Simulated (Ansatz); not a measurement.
Crystals of one structure type (zinc blende) and one family of elements, relaxed and computed with the program Ansatz at the PBEsol level (PAW).

```csv
crystal,K_Hill (GPa),G_Hill (GPa)
InP,66.9,32.3
GaAs,69.4,?
GaP,85.0,53.1
BP,170,163
GaN,188,106
AlN,201,119
BN,385,388
```

Fit a straight line to ln G against ln K and predict the withheld value.

Least squares on the 6 shown rows: ln G = 1.33 × ln K + (-2.053), with a scatter of 22.0 %. For GaAs this gives 36.1. The run itself gave 43.3, a miss of 16.6 % of that.

All cells were relaxed under the symmetry of their starts (and spin orders); stability against distortions was not tested throughout. Spin–orbit coupling is left out wherever it is not named.

Potentials: the earlier of the program's two PAW sets. The files were generated under PBE; for other functionals the program regenerates the frozen cores, and for LDA and PBEsol the local potential too.
